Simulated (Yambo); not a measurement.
Quantum ESPRESSO input (PBEsol, PseudoDojo standard norm-conserving files, scalar-relativistic) whose wavefunctions are converted with p2y:

```
&CONTROL
  calculation = 'nscf'
  pseudo_dir = './pseudo'
  outdir = './out'
/
&SYSTEM
  ibrav = 0
  nat = 8
  ntyp = 3
  ecutwfc = 84.0
  ecutrho = 336.0
  occupations = 'fixed'
  force_symmorphic = .true.
  nbnd = 217
/
&ELECTRONS
  conv_thr = 8e-09
  diago_full_acc = .true.
  diago_thr_init = 1e-08
/
ATOMIC_SPECIES
N 14.0070 N.upf
V 50.9415 V.upf
Cs 132.9055 Cs.upf
CELL_PARAMETERS angstrom
  0.000000000000   4.171935000000   4.171935000000
  4.171935000000   0.000000000000   4.171935000000
  4.171935000000   4.171935000000   0.000000000000
ATOMIC_POSITIONS crystal
N   0.125000000000   0.125000000000   0.125000000000
N   0.625000000000   0.125000000000   0.125000000000
N   0.125000000000   0.125000000000   0.625000000000
N   0.125000000000   0.625000000000   0.125000000000
V   0.250000000000   0.250000000000   0.250000000000
V   0.000000000000   0.000000000000   0.000000000000
Cs   0.750000000000   0.750000000000   0.750000000000
Cs   0.500000000000   0.500000000000   0.500000000000
K_POINTS automatic
1 1 1 0 0 0
```

Yambo's initialisation report on symmetry, reciprocal space, the k grid and the gaps on this mesh:

```
  [02.02] Symmetries
  ==================

  Inversion symmetry    : yes
  Spatial inversion     : no
  Inversion index       :  25
  K-space Time-reversal : yes
  Magnetic symmetries   : no
  Time-reversal derived K-space symmetries:   25   48
  Group table correct   : yes
  Symmetries units      :  [cc]

  [02.03] Reciprocal space
  ========================

  nG shells         :   707
  nG charge         :  101837
  nG WFs            :  12675
  nC WFs            :  12675
  G-vecs. in first 70 shells:  [ Number ]
     1    9   15   27   51   59   65   89  113
    137   169   181   229   259   283   307   331   339
    387   411   459   531   537   561   609   645   701
    725   749   821   869   893   941   965  1037  1067
   1139  1211  1243  1291  1363  1411  1459  1471  1591
   1639  1687  1759  1807  1837  1893  1917  1989  2085
   2109  2133  2229  2277  2397  2421  2445  2565  2637
   2685  2733  2741  2837  2891  2975  3071
  ...
  Shell energy in first 70 shells:  [ mHa ]
    0.00000      238.187      317.583      635.166      873.353      952.748      1270.33      1508.52      1587.91
    1905.50      2143.68      2540.66      2778.85      2858.24      3175.83      3414.01      3493.41      3810.99
    4049.18      4128.58      4446.16      4684.35      5081.32      5319.51      5398.91      5716.49      5954.68
    6034.07      6351.66      6589.84      6669.24      6986.82      7225.01      7621.99      7860.17      7939.57
    8257.15      8495.34      8574.73      9130.50      9209.90      9527.48      9765.67      10162.6      10400.8
    10480.2      10797.8      11036.0      11115.4      11433.0      11671.2      11750.6      12068.1      12306.3
    12703.3      12941.5      13020.9      13338.5      13576.7      13656.1      13973.6      14211.8      14291.2
    14608.8      14847.0      15244.0      15482.2      15561.6      15879.1      16117.3
  ...

  [02.04] K-grid lattice
  ======================

  Compatible Grid is   : 0D
  K lattice UC volume  :  0.253105 [a.u.]

  IBZ K-points                                      :  1
  BZ  K-points                                      :  1

  K/Q-points units:
  rlu = crystal or reduced units; cc = cartesian coordinates; iku = interal k-units

  K [1]          [rlu]:  0.000000  0.000000  0.000000
         WF components:  12675

  [02.05] Energies & Occupations
  ==============================

  [X] === General ===
  [X] Electronic Temperature                        :  0.000000  0.000000 [eV K]
  [X] Bosonic    Temperature                        :  0.000000  0.000000 [eV K]
  [X] Finite Temperature mode                       : no
  [X] El. density                                   :  0.44069E+24 [cm-3]
  [X] Fermi Level                                   :  8.210830 [eV]

  [X] === Gaps and Widths ===
  [X] Conduction Band Min                           :  0.577675 [eV]
  [X] Valence Band Max                              :  0.000000 [eV]
  [X] Filled Bands                                  :   32
  [X] Empty Bands                                   :   33  217
  [X] Direct Gap                                    :  0.577675 [eV]
  [X] Direct Gap localized at k                     :  1
```
The gaps are PBEsol values on this mesh alone; only operations without fractional translations are kept.

Geometry of the Materials Project entry, not relaxed at this level.

The runs are not spin-polarised; magnetic order was not tried.
